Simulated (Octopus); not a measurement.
TlBr (Pm-3m, No. 221):
```
TlBr
1.0
    3.99991     0.00000     0.00000
    0.00000     3.99991     0.00000
    0.00000     0.00000     3.99991
Tl Br
1 1
Direct
  0.00000   0.00000   0.00000
  0.50000   0.50000   0.50000
```
The cell is a database entry, not relaxed again.

Computed with Octopus (real-space grid): LDA, grid spacing about 0.18 Å, Γ-centred 6×6×6 k-mesh, no spin polarisation, PseudoDojo for Tl Br. Spin-orbit coupling is left out.

All lattice vectors are scaled alike, with fixed fractional coordinates.

```csv
lattice scale,gap between mesh points (eV)
0.96,1.37
0.98,1.55
1.00,1.71
1.02,1.85
1.04,1.97
```

What volume deformation potential dEg/d ln V does this gap have at the unscaled cell?

About 2.5 eV from a quadratic fit.
